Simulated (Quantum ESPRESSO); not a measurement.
**Kohn-Sham bands of Ge₂Pt (Pnnm)**

```
CELL_PARAMETERS angstrom
      5.74112     0.00000     0.00000
      0.00000     6.22163     0.00000
      0.00000     0.00000     2.98876
ATOMIC_POSITIONS crystal
  Ge 0.83039 0.37320 0.00000
  Ge 0.16961 0.62680 0.00000
  Ge 0.33039 0.12680 0.50000
  Ge 0.66961 0.87320 0.50000
  Pt 0.00000 0.00000 0.00000
  Pt 0.50000 0.50000 0.50000
```

Structure: Materials Project mp-1543, symmetrised, not relaxed again. COD (Crystallography Open Database) has an entry of this formula and space group (matched by these alone). Computed values, not measurements, from PBEsol: Quantum ESPRESSO (norm-conserving PseudoDojo potentials, cutoff 68 Ry, no spin polarisation, no spin-orbit coupling) on a Γ-centred 4×4×8 mesh, then Wannier90. Density: 6×6×10 mesh, cold smearing 0.01 Ry. Spin-orbit coupling is left out although heavy elements are present.

Q: List the Kohn-Sham levels between −8 and 3.0 eV relative to the Fermi level at the high-symmetry points, as a band run of pw.x on that density gives them (levels within 2 meV counted together).

A: 
```csv
point,k (reciprocal lattice),levels (eV)
Γ,0.000 0.000 0.000,"-6.72, -5.79, -5.50, -4.39, -4.13, -3.35, -3.15, -3.14, -3.10, -2.39, -2.32, -2.28, -2.11, -1.96, 1.68"
X,0.500 0.000 0.000,"-5.93 (×2), -4.65 (×2), -3.91 (×2), -3.15 (×2), -2.89 (×2), -2.38 (×2), -0.76 (×2)"
S,0.500 0.500 0.000,"-5.88 (×2), -4.54 (×2), -3.64 (×2), -3.17 (×2), -2.35 (×2), -2.00 (×2), -0.37 (×2), 1.27 (×2)"
Y,0.000 0.500 0.000,"-5.98 (×2), -4.95 (×2), -3.75 (×2), -3.20 (×2), -3.11 (×2), -2.40 (×2), -0.71 (×2), 2.99 (×2)"
Z,0.000 0.000 0.500,"-7.47 (×2), -5.60 (×2), -4.81 (×2), -3.82 (×2), -3.24 (×2), -2.54 (×2), -1.29 (×2), -1.26 (×2), -0.12 (×2), 1.94 (×2)"
U,0.500 0.000 0.500,"-6.26 (×2), -5.52 (×2), -4.92 (×2), -4.25 (×2), -3.55 (×2), -3.38 (×2), -2.16 (×2), -1.09 (×2), 0.17 (×2), 2.31 (×2)"
R,0.500 0.500 0.500,"-6.87 (×2), -5.43 (×2), -5.33 (×2), -3.99 (×2), -3.87 (×2), -3.06 (×2), -2.55 (×2), -0.27 (×2), 1.03 (×2)"
T,0.000 0.500 0.500,"-7.84 (×2), -6.27 (×2), -4.91 (×2), -3.88 (×2), -3.35 (×2), -2.11 (×2), -1.38 (×2), -0.48 (×2), 0.67 (×2), 0.93 (×2), 2.58 (×2)"
```
